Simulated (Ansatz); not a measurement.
# Computed properties of Zn3SbN3 (Cm)

All numbers come from Ansatz 0.2.0. No magnetic order and no zero-point or thermal motion.

Zn3SbN3 (Cm) from a database structure, relaxed with r2SCAN. Space group Cm (No. 8), monoclinic; a = 6.777 Å, b = 6.560 Å, c = 5.570 Å, β = 125.2° in the conventional setting, 14.45 Å³ an atom. Zn is surrounded by 3 N at 1.95–1.96 Å; Zn is surrounded by 3 N at 1.96–2.00 Å; Sb is surrounded by 3 N at 2.03–2.05 Å; N is surrounded by 3 Zn at 1.96–2.00 Å and 1 Sb at 2.05 Å; N is surrounded by 3 Zn at 1.95–1.97 Å and 1 Sb at 2.03 Å.

```
Zn Sb N
1.0
     3.38874   -3.27976    0.00044
     3.38874    3.27976    0.00044
    -3.21012    0.00000    4.55140
Zn Sb N
3 1 3
Cartesian
  3.9760 0.0000 0.5360
  1.9606 -1.4472 2.3666
  1.9606 1.4472 2.3666
  0.4002 0.0000 0.0141
  3.6236 1.7401 1.3653
  3.6236 -1.7401 1.3653
  2.1284 0.0000 3.6961
```

Band edges at fixed r2SCAN geometry:
```tsv
level	k mesh	gap (eV)	kind	edges	least direct gap (eV)	rough cost
PBE	6×6×6	1.38	indirect	Γ–Y (0.50) → Γ–A (0.60)	1.52	40 core-seconds
PBE+SOC	6×6×6	1.33	indirect	Γ–Y (0.49) → (-0.005, -0.005, 0.305)	1.49	4 core-minutes
r2SCAN	6×6×6	1.67	indirect	Γ–Y (0.49) → (-0.005, -0.005, 0.305)	1.80	80 core-seconds
HSE06	4×4×4	2.36	indirect	Γ–Y (0.49) → (-0.005, -0.005, 0.305)	2.46	8 core-minutes
PBE0	4×4×4	3.04	indirect	Γ–Y (0.49) → (-0.005, -0.005, 0.305)	3.13	7 core-minutes
```
PBE: smearing of 0.02 eV; the others have fixed occupations.
Wave cutoffs: 420 eV, 500 eV (r2SCAN).
Points off the special ones are mesh points or PBE's searched band edges, reused at the other levels.
Costs come from shared machines and give only the order; PBE's includes the band path. The runs had 4 threads of Arm Neoverse V2, on a shared host.

HSE06 gives an indirect gap of 2.36 eV, from Γ–Y (0.49 of the way from Γ) to k = (-0.005, -0.005, 0.305); the least direct gap is 2.46 eV at k = (-0.005, -0.005, 0.305). Spin-orbit coupling changes the PBE gap by -0.045 eV, to 1.33 eV.

r2SCAN covers 30 % of the step from PBE to HSE06, while HSE06 needs about 6 times r2SCAN's rough cost (on a coarser mesh). Spin-orbit coupling moves the least or the direct gap by up to 0.04 eV, so it can be left out where a tenth of an eV counts. Among these functionals the gap stays indirect.

Only the levels marked +SOC include spin-orbit coupling.

Coordinates of k points refer to the reciprocal vectors of the primitive cell of the runs.
